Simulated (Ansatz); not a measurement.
Structures of CaIr3: which is lowest?

Plane-wave DFT in Ansatz with scalar-relativistic PAW potentials, cutoff 420 eV, Γ-centred meshes chosen by cell and gap, Gaussian smearing with energies taken to zero width. Every cell was relaxed (cell and atoms) in a run of its own, within the symmetry of its start. Functional: PBE.

Relaxed structures (starts from databases or built by putting these elements on another compound's sites):
A. P6_3/mmc, 8 atoms in the computed cell, a = 5.752 Å, c = 4.629 Å; sites (symmetry × multiplicity) Ca -6m2 × 2, Ir mm2 × 6; start: built
B. Pm-3m, 4 atoms in the computed cell, a = 4.022 Å; sites (symmetry × multiplicity) Ca m-3m × 1, Ir 4/mm.m × 3; start: built
C. I4/mmm, 4 atoms in the computed cell, a = 4.019 Å, c = 8.084 Å; sites (symmetry × multiplicity) Ca 4/mmm × 2, Ir -4m2 × 4 + 4/mmm × 2; start: built

Problem. Rank them by energy. Could pressure change the order?

Solution.
| structure | group | E − E(lowest) (meV/atom) | V (Å³/atom) | gap on mesh (eV) |
| --- | --- | --- | --- | --- |
| B | Pm-3m | 0.0 | 16.26 | 0.00 |
| C | I4/mmm | 65 | 16.33 | 0.00 |
| A | P6_3/mmc | 83 | 16.58 | 0.00 |

B is lowest, 65 meV/atom under C. The lowest is also the densest of these, so pressure wouldn't bring one of the others in at first order. Other structures may lie lower than all of these, and vibrations aren't counted.

Spin-orbit coupling is left out, which matters for the bands of heavy elements.